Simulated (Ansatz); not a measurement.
A relaxed structure of SnTe is spoiled in several ways and relaxed again each time (noise and exchanges are one random draw each; pressure is positive under compression). The numbers are results of PBEsol (plane waves to 420 eV, PAW, scalar-relativistic; Ansatz, a program for electronic structure), not measurements.

```cif
data_Sn4Te4
_chemical_formula_sum 'Te4 Sn4'
_space_group_name_H-M_alt 'Fm-3m'
_space_group_IT_number 225
_space_group_name_Hall '-F 4 2 3'
_cell_length_a 6.28947
_cell_length_b 6.28947
_cell_length_c 6.28947
_cell_angle_alpha 90.000
_cell_angle_beta 90.000
_cell_angle_gamma 90.000
loop_
_atom_site_label
_atom_site_type_symbol
_atom_site_symmetry_multiplicity
_atom_site_Wyckoff_symbol
_atom_site_fract_x
_atom_site_fract_y
_atom_site_fract_z
_atom_site_occupancy
Te1 Te 4 a 0.00000 0.00000 0.00000 1
Sn1 Sn 4 b 0.50000 0.50000 0.50000 1
```
(The calculation used a cell of 2 atoms; values per cell refer to that cell.)

| change | first pressure (GPa) | largest first force (eV/Å) | released (eV/atom) | moves | outcome | final group | E − E(parent) (eV/atom) |
|---|---|---|---|---|---|---|---|
| deformed by the Cartesian strain tensor (xx, yy, zz, yz, xz, xy) = (-0.056, -0.050, 0.048, 0.054, 0.094, -0.037) | 3.9 | 0.00 | 0.14 | 12 | returns to the parent | Fm-3m | -0.001 |
| with every coordinate shifted by Gaussian noise of σ = 0.3 Å | 3.8 | 1.84 | 0.12 | 10 | returns to the parent | I4mm (nearly Fm-3m) | 0.000 |

First-step values come from each run's starting, coarser k-mesh (7×6×7, 6×6×6). The runs use different k-meshes, so differences are rounded accordingly. No spin polarisation in the result.
